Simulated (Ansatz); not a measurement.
## Kick test of a cell of LuAg3O3

It was reached by relaxing an invented guess, and it needn't be the stable form of this composition.

These are results of DFT PBE, scalar-relativistic, plane waves, PAW (Ansatz), not measurements. Settings: cutoff 420 eV, Γ-centred mesh 12×12×4 on the computed 7-atom cell, Gaussian smearing of 0.10 eV; no spin polarisation.

The cell below (7 atoms, space group P3m1 (No. 156)) is relaxed within its symmetry.

```
Lu Ag O
1.0
     3.40137    0.00000    0.00000
    -1.70068    2.94567    0.00000
     0.00000    0.00000   11.49281
Lu Ag O
1 3 3
Cartesian
  0.0000 0.0000 0.0983
  1.7007 0.9819 8.3552
  0.0000 1.9638 3.2532
  0.0000 0.0000 6.3160
  1.7007 0.9819 10.5107
  0.0000 1.9638 1.1574
  0.0000 1.9638 5.3049
```

For the test it was strained at random (σ = 1.5 % a component), the atoms were moved at random (σ = 0.15 Å), and all was relaxed again on a coarse 6×6×2 mesh (in the run’s order of axes) with 0.20 eV smearing, with no symmetry imposed.

Q: What happens?

A: It returns, within 1 meV/atom of the unmoved cell on that mesh and with the same symmetry when read at 0.1 Å (Cm at 0.01 Å, so small strains and shifts remain). So it is stable against the distortions that fit this cell and that this random move excites. Modes that don't fit the cell aren't tested.
